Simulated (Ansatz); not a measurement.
Here is the system:

Ti$_{2}$AlC:
```
Ti2AlC
1.0
    3.05541     0.00000     0.00000
   -1.52770     2.64606     0.00000
    0.00000     0.00000    13.71053
Ti Al C
4 2 2
Direct
  0.33333   0.66667   0.08358
  0.66667   0.33333   0.91642
  0.66667   0.33333   0.58358
  0.33333   0.66667   0.41642
  0.33333   0.66667   0.75000
  0.66667   0.33333   0.25000
  0.00000   0.00000   0.00000
  0.00000   0.00000   0.50000
```

This is the r²SCAN-relaxed structure. Tensor components refer to the Cartesian frame of this cell.

All from plane-wave PAW r²SCAN (Ansatz code), unless another level is named. Give the Debye temperature from the elastic constants.

754 K.

Predict the elastic constants (relaxed ions, GPa).

C11 = 322, C12 = 65.2, C13 = 63.2, C33 = 292, C44 = 120.

And the highest zone-centre frequency?

649 cm⁻¹.

Space group P6_3/mmc. The workflow started from a Materials Project entry (that database holds measured and hypothetical structures alike); the Crystallography Open Database copy checked does not list it. Its standing as an ambient phase is unchecked. Symmetry was held in the r²SCAN relaxation; of distortions, only those at the zone centre were tested. No spin polarisation was allowed. As this level gives no gap, shear constants depend on the k-mesh and smearing (Fermi–Dirac, 0.1 eV here). As this level gives no gap, phonon frequencies hold no LO–TO term and depend on the k-mesh and smearing (Fermi–Dirac, 0.1 eV here).

Potentials: the earlier of the program's two PAW sets.
